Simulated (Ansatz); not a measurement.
Relax this structure to zero stress and force, keeping its symmetry:

```
CELL_PARAMETERS angstrom
4.88900 0.00000 0.00000
-2.44450 4.23400 0.00000
0.00000 0.00000 2.97700
ATOMIC_POSITIONS crystal
Sc 0.00000 0.00000 0.00000
Co 0.50000 0.00000 0.50000
Co 0.50000 0.50000 0.50000
Co 0.00000 0.50000 0.50000
B 0.33333 0.66667 0.00000
B 0.66667 0.33333 0.00000
```

Level of theory: DFT PBEsol, scalar-relativistic, plane waves, PAW (Ansatz 0.2.0).

Cutoff 420 eV; k points 12×12×12 on the computed 6-atom cell (Γ-centred); Gaussian smearing, width 0.10 eV; no spin polarisation.

Problem. What does it relax to?

Solution. The volume falls by 0.35 Å³/atom to 9.92 Å³/atom, and the energy falls by 9.0 meV/atom. Final structure:
Space group P6/mmm (No. 191). a = 4.843 Å, b = 4.843 Å, c = 2.932 Å, α = 90.00°, β = 90.00°, γ = 120.00°
```csv
atom,site,symmetry,x,y,z
Sc,1a,6/mmm,0.0000,0.0000,0.0000
Co,3g,mmm,0.5000,0.0000,0.5000
B,2c,-6m2,0.3333,0.6667,0.0000
```

Course of the relaxation (steps run on the plane waves of an earlier cell, and the basis is chosen afresh near the end, so energy and pressure can step there; trial steps that raised the energy were taken back; energies are free energies):

| step | E − E_final (meV/atom) | P (GPa) | V (Å³/atom) |
| --- | --- | --- | --- |
| 1 | 9.0 | -7.82 | 10.27 |
| 2 | 1.3 | -3.10 | 10.05 |
| 3 | -0.3 | 0.14 | 9.92 |
| 4 | -0.3 | 0.03 | 9.92 |
| 5 | -0.3 | 0.00 | 9.92 |
| 6 | 0.0 | -0.04 | 9.92 |

Cost: 1 run of about 3.4 core-minutes, on Arm Neoverse N1 (shared hosts).